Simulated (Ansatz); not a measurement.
TiB2 in space group P6/mmm (No. 191; Ti on 1a, B on 2d) at seven volumes, DFT-PBE in the program Ansatz with PAW potentials, shape and atoms relaxed at each. One row is withheld.

```tsv
V (Å³/atom)	P (GPa)
7.787	28.34
8.044	17.46
8.300	8.07
8.557	-0.02
8.814	-7.00
9.071	-13.02
9.327	?
```

Problem. Fit the shown pressures and predict the withheld one.

Solution. P = (3/2)B₀(x^(7/2) − x^(5/2))[1 + (3/4)(B′ − 4)(x − 1)] with x = (V₀/V)^(2/3). Least squares on the six rows gives V₀ = 8.557 Å³/atom, B₀ = 250 GPa, B′ = 3.92. At V = 9.327, x = 0.9442 and P = -18.19 GPa. The run itself gave -18.22 GPa.

The cell was relaxed with PBE under the symmetry of its start; phonons on a q-mesh show no instability. The run is not spin-polarised.

Potentials: the later of the program's two PAW sets.
